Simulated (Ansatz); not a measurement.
Candidates compared on computed values. A metal film that reacts with Ge consumes substrate; on a shallow junction the depth consumed per thickness of contact matters as much as the driving force.

NiGe serves as the reference. 8 nm of metal is deposited and fully reacted. All products have no gap at this level.

Methods, by column (Ansatz, a plane-wave PAW program): volume per atom: r²SCAN, relaxed cell; metal volume, Ge volume: r²SCAN, the element in its room-temperature structure; ΔH_f: r²SCAN, 0 K, against the elements in the same set-up, no fitted corrections.

Whether these are the forms stable at ambient conditions was not checked: BaGe (Cmcm, oS8). No claim is made that these are known or stable phases: Ni3Ge (Cu3Au type); Hf2Ge (I4/mcm, tI12). Run without spin polarisation: NiGe, Ni3Ge (Cu3Au type). Spin–orbit coupling is left out unless named. No other phase of the formula is at hand at the same level beside BaGe (Cmcm, oS8), Ni3Ge (Cu3Au type), Hf2Ge (I4/mcm, tI12). ΔH_f counts from the lowest computed solid of each element: Ba (Im-3m), Ge (Fd-3m), Hf (P6_3/mmc), Ni (Fm-3m, ferromagnetic).

| crystal | Ge atoms per metal atom | V (Å³/atom) | V of the metal (Å³/atom) | V of Ge (Å³/atom) | ΔH_f (eV/atom) |
|---|---|---|---|---|---|
| NiGe (Pnma), reference | 1.000 | 13.30 | 10.52 | 22.83 | −0.265 |
| Ni3Ge (Cu3Au type) | 0.333 | 11.02 | 10.52 | 22.83 | −0.246 |
| BaGe (Cmcm, oS8) | 1.000 | 33.09 | 65.20 | 22.83 | −0.720 |
| Hf2Ge (I4/mcm, tI12) | 0.500 | 19.19 | 22.35 | 22.83 | −0.720 |

Model: Ge consumed = metal thickness × y × V(Ge)/V(metal); product = metal thickness × (1 + y) × V/V(metal); ratio = consumed/product; volume change = product/(metal + consumed) − 1.

Task: Work out Ge consumed, product thickness, Ge consumed per nm of product and volume change for BaGe (Cmcm, oS8).

Result: 
- Ge consumed: 8 × 1.000 × 22.83/65.20 = 2.80 nm
- product thickness: 8 × (1 + 1.000) × 33.09/65.20 = 8.12 nm
- Ge consumed per nm of product: 2.80/8.12 = 0.34
- volume change: 100 × (8.12/(8 + 2.80) − 1) = −25 %

Task: Which order results for Ge consumed per nm of product (lowest first)?

Result: The same steps for every row:

| crystal | Ge consumed (nm) | product thickness (nm) | consumed per nm of product | volume change (%) |
|---|---|---|---|---|
| NiGe (Pnma), reference | 17.36 | 20.23 | 0.86 | −20 |
| Ni3Ge (Cu3Au type) | 5.78 | 11.17 | 0.52 | −19 |
| BaGe (Cmcm, oS8) | 2.80 | 8.12 | 0.34 | −25 |
| Hf2Ge (I4/mcm, tI12) | 4.09 | 10.30 | 0.40 | −15 |

By Ge consumed per nm of product (lowest first): BaGe (Cmcm, oS8) (0.34 ± 0.011), Hf2Ge (I4/mcm, tI12) (0.40 ± 0.013), Ni3Ge (Cu3Au type) (0.52 ± 0.016), NiGe (0.86 ± 0.027). The ± follows from allowances picked for this note (volume per atom 1 %, metal volume 1 %, 3 % for the model), carried to first order and added in quadrature; ≈ joins neighbours closer than their two ± added in quadrature. 3 of the 3 others clearly beat the reference on this figure.

Which phase forms first is kinetic; barrier heights, resistivities and agglomeration are not treated. Phases over 50 meV/atom above the lowest one at hand were not drawn (by r²SCAN where it compared them, else by the largest value; a layered or molecular lowest phase counts only with a dispersion term); other phases could lie lower still. Rows were sampled with a lean to familiar crystals, related or not, whatever their agreement with measurement; tables with many equal figures were not kept. Limits of the draw: ΔH_f under −0.03 eV/atom; for ΔH_f, runs without a dispersion term, no Mn, and elements whose lowest cell is their usual one. As a rule kept out of such tables: 4f compounds, open-shell compounds run without a Hubbard term, cells found unstable in the tests at hand, cells close to a higher symmetry, and runs set to a pressure or over 12 % in volume from the crystal's fullest run.
